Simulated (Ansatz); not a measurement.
Consider the following.

SnPt (NiAs type, space group No. 194), a = 4.092 Å, b = 4.092 Å, c = 5.405 Å, α = 90.00°, β = 90.00°, γ = 120.00°.

This is the LDA-relaxed structure.

Question: All from the program Ansatz at the LDA level (PAW), unless another level is named. Give the formation energy from the elements (no fitted shifts).

Answer: -0.60 eV/atom.

Question: And the density of states at the Fermi level?

Answer: 0.35 states/eV per atom (mean over ±0.08 eV).

Space group P6_3/mmc (NiAs type). The first step of the workflow began from a Materials Project structure, measured or hypothetical; the Crystallography Open Database files this formula in space group No. 194, but the cells were not matched. Whether it is the stable phase at ambient conditions was not checked. The cell was relaxed with LDA under the symmetry of its start; its stability against distortions is not shown here. No spin polarisation was allowed. Axis ratios of metals converge slowly with the k-mesh, so a and c are less sure than the volume. The references are the lowest solids computed at this level, not always the standard phases. Scalar-relativistic: spin–orbit coupling is off unless named, which matters more the heavier the elements.

Potentials: the later of the program's two PAW sets.
